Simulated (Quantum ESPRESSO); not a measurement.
# Si6NGa: a curve over strain

Computed values, not a measurement. The program is pw.x of Quantum ESPRESSO 7.5 (plane-wave density functional theory). The cell is made up: 8 atoms on a zincblende/diamond lattice, with randomly drawn elements, strain and displacements, not relaxed. PseudoDojo standard norm-conserving files (v0.5 for PBE, v0.4.1 for LDA and PBEsol) set the functional; there is no spin polarisation, spin-orbit coupling or dispersion term, and the masses in the input are unused placeholders.

Seven runs add a strain to one cell (along z); the atoms follow the cell and are not relaxed. Stress in the table is positive in tension.

Input of the run at -0.0013:

```
&control calculation='scf', pseudo_dir='./dojo.nc.sr.pbe.v0_5.standard.upf', outdir='./o', disk_io='medium', tprnfor=.true., tstress=.true. /
&system ibrav=0, nat=8, ntyp=3, nbnd=31, ecutwfc=84.00895049, nosym=.true., tot_charge=0,
 occupations='smearing', smearing='fd', degauss=0.0073498644
/
&electrons conv_thr=7.350e-09, electron_maxstep=60, /
ATOMIC_SPECIES
Ga 1.0 Ga.upf
N 1.0 N.upf
Si 1.0 Si.upf
CELL_PARAMETERS angstrom
5.2546 -0.0026 0.0211
-0.0026 5.4499 -0.0741
0.0211 -0.0742 5.343
ATOMIC_POSITIONS angstrom
Si -0.0178 -0.0128 -0.0346
Si 0.0551 2.7336 2.6747
N 2.6833 -0.0114 2.6611
Si 2.6484 2.6754 0.0423
Si 1.317 1.3434 1.2606
Ga 1.2775 4.0369 3.948
Si 3.9641 1.3177 3.9987
Si 3.8978 4.0385 1.2854
K_POINTS automatic
6 6 6 1 1 1
```

| added strain | free energy less that of the input shown (eV) | stress xx (GPa) | stress yy (GPa) | stress zz (GPa) | stress xy (GPa) | pressure (GPa) | iterations |
| --- | --- | --- | --- | --- | --- | --- | --- |
| -0.0191 | 0.0164 | -1.82 | 0.52 | -2.14 | -2.21 | 1.15 | 11 |
| -0.0153 | 0.0096 | -1.56 | 0.77 | -1.63 | -2.18 | 0.81 | 11 |
| -0.0129 | 0.0063 | -1.39 | 0.92 | -1.31 | -2.17 | 0.59 | 11 |
| -0.0013 | 0.0000 | -0.64 | 1.63 | 0.20 | -2.09 | -0.40 | 11 |
| +0.0122 | 0.0136 | 0.17 | 2.38 | 1.93 | -2.02 | -1.49 | 11 |
| +0.0171 | 0.0242 | 0.44 | 2.64 | 2.54 | -1.99 | -1.87 | 11 |
| +0.0205 | 0.0330 | 0.62 | 2.81 | 2.96 | -1.98 | -2.13 | 11 |

A cubic fit gives a slope of stress zz against the added strain of 129 GPa at zero added strain, with the atoms clamped. Across the table the free energy follows the integral of the stress to within 0.2 meV. A rerun of one of the cells at 1437 eV and a 8 x 8 x 8 mesh moved values by no more than 0.008 eV in energy, 0.03 GPa in stress and 0.012 eV/Å in force.